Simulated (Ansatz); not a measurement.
NiAu in space group P4/nmm (No. 129; Au on 2c, Ni on 2c), PBE (plane waves, PAW; program Ansatz), all energies at zero smearing, with the estimated change up to a 700 eV cutoff added, with one set of potentials and settings (totals compare only within such a set). Cell of 4 atoms (2 Au, 2 Ni): -37981.572 eV.

```
element                             reference phase  E (eV/atom)
-------  ------------------------------------------  -----------
Au                       Fm-3m, 1 atoms in the cell  -13151.2107
Ni       Fm-3m, 1 atoms in the cell, spin-polarised   -5839.7295
```

Formation energy per atom, worked out: (-37981.572 − 2×(-13151.2107) − 2×(-5839.7295))/4 = 0.077 eV/atom (7 kJ per mol of atoms), at 0 K, without zero-point energy or fitted corrections.

The start of the workflow was typed in or built on a structure type; neither database checked (COD, Materials Project) lists it. Its standing as an ambient phase is unchecked. The cell was relaxed with PBE under the symmetry of its start; its stability against distortions is not shown here. Magnetic state: ferromagnetic, chosen from 2 collinear starts compared on coarse meshes (ties went to the first, and starts can fall back to one state), not a proven ground state. The references are the lowest solids computed at this level, not always the standard phases. Scalar-relativistic: spin–orbit coupling is off unless named, which matters more the heavier the elements.

Potentials: the earlier of the program's two PAW sets.
